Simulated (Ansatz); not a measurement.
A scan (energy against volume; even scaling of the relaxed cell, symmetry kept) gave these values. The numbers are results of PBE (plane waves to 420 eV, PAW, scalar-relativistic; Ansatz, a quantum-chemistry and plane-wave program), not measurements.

* **Bulk modulus B₀ (third-order Birch-Murnaghan fit)**: 15.4 GPa
* **Pressure derivative B₀′ (fit)**: 4.5
* **Equilibrium volume of the fit**: 49.67 Å³/atom

**Question.** Of these crystals, all scanned alike, which one is it?
A) CsSnI₃ (cubic perovskite)
B) CuI (zinc blende)
C) Mg₂Si (antifluorite type, space group Fm-3m)

**Answer.** A, CsSnI₃ (cubic perovskite). The others have, for the bulk modulus: CuI 39.1 GPa, Mg2Si 54.0 GPa

All were relaxed with their symmetry unable to fall. CuI is run without spin polarisation. Spin-orbit coupling is left out. The PAW data are Ansatz's earlier set. This is a high-temperature form of CsSnI3. On this mesh the relaxed cell isn't quite at rest: it carries a pressure of 0.1 GPa (compression positive) at the zero of the scan.

(Under strain, the slope of the energy per volume gives the stress and its curvature an elastic modulus.)
